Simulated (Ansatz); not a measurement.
### Question
Each is relaxed and computed with the program Ansatz at the r²SCAN level (PAW). Which is the only one with a gap?
A) LuB2Os3, P6/mmm (B on 2c, Os on 3g, Lu on 1a)
B) Lu2C, R-3m (Lu on 6c, C on 3b)
C) Lu3SnC, anti-perovskite
D) LuF3, P-3c1 (Lu on 6f, F on 2a, F on 4d, F on 12g)

### Answer
D, LuF3, P-3c1 (Lu on 6f, F on 2a, F on 4d, F on 12g). LuF3: gap 8.66 eV; LuB2Os3: metal; Lu3SnC: metal; Lu2C: metal. Standing as an ambient phase not checked: LuF3, P-3c1 (Lu on 6f, F on 2a, F on 4d, F on 12g); LuB2Os3, P6/mmm (B on 2c, Os on 3g, Lu on 1a); Lu3SnC, anti-perovskite; Lu2C, R-3m (Lu on 6c, C on 3b). All cells were relaxed under the symmetry of their starts (and spin orders); stability against distortions was not tested throughout. Rows with no word on spin ran without spin polarisation. Scalar-relativistic: spin–orbit coupling is off unless named, which matters more the heavier the elements.

Potentials: the later of the program's two PAW sets.
